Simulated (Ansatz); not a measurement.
Theory: Ansatz, DFT PBE, scalar-relativistic, plane waves, PAW.

Structure of KMgF3:

```xyz
5
Lattice="4.0542 0.0000 0.0000 0.0000 4.0542 0.0000 0.0000 0.0000 4.0542" Properties=species:S:1:pos:R:3 pbc="T T T"
K     2.0271    2.0271    2.0271
Mg    0.0000    0.0000    0.0000
F     2.0271    0.0000    0.0000
F     0.0000    2.0271    0.0000
F     0.0000    0.0000    2.0271
```

Plane waves to 420 eV, a k mesh through Γ of 6×6×6 on the computed 5-atom cell and Gaussian smearing (0.02 eV); no spin polarisation.

Levels along Γ–X–M–Γ–R–X | R–M, in eV from a zero inside the gap, sorted by energy at each point. Points in fractions of the primitive reciprocal vectors: Γ (0.000 0.000 0.000), X (0.000 0.500 0.000), M (0.500 0.500 0.000), R (0.500 0.500 0.500).
```tsv
point	k (1/Å, with 2π)	band 17	band 18	band 19	band 20	band 21	band 22	band 23
Γ	0.000	-4.06	-3.80	-3.80	-3.80	3.48	6.54	6.54
-	0.387	-4.16	-4.16	-3.89	-3.89	4.46	7.00	7.01
X	0.775	-4.28	-4.28	-3.98	-3.98	6.33	6.49	7.50
-	1.162	-4.36	-4.17	-4.10	-3.73	6.82	6.99	8.00
M	1.550	-4.43	-4.33	-4.33	-3.50	7.14	7.96	8.70
-	2.098	-4.25	-4.05	-4.03	-3.78	5.24	7.34	7.59
Γ	2.646	-4.06	-3.80	-3.80	-3.80	3.48	6.54	6.54
-	3.317	-4.61	-3.81	-3.81	-3.78	5.79	7.72	7.72
R	3.988	-4.55	-3.48	-3.48	-3.48	6.78	6.78	6.78
-	4.536	-4.52	-3.83	-3.83	-3.68	6.87	7.22	7.92
X	5.084	-4.28	-4.28	-3.98	-3.98	6.33	6.49	7.50
R	5.084	-4.55	-3.48	-3.48	-3.48	6.78	6.78	6.78
-	5.471	-4.55	-3.77	-3.77	-3.49	6.97	7.40	7.40
M	5.859	-4.43	-4.33	-4.33	-3.50	7.14	7.96	8.70
```

Symmetry holds off the tilts and polar distortions that many cubic perovskites undergo.

Cost: 1 run of about 0.69 core-minutes, on Intel Xeon Platinum 8259CL (Skylake/Cascade Lake) (shared hosts).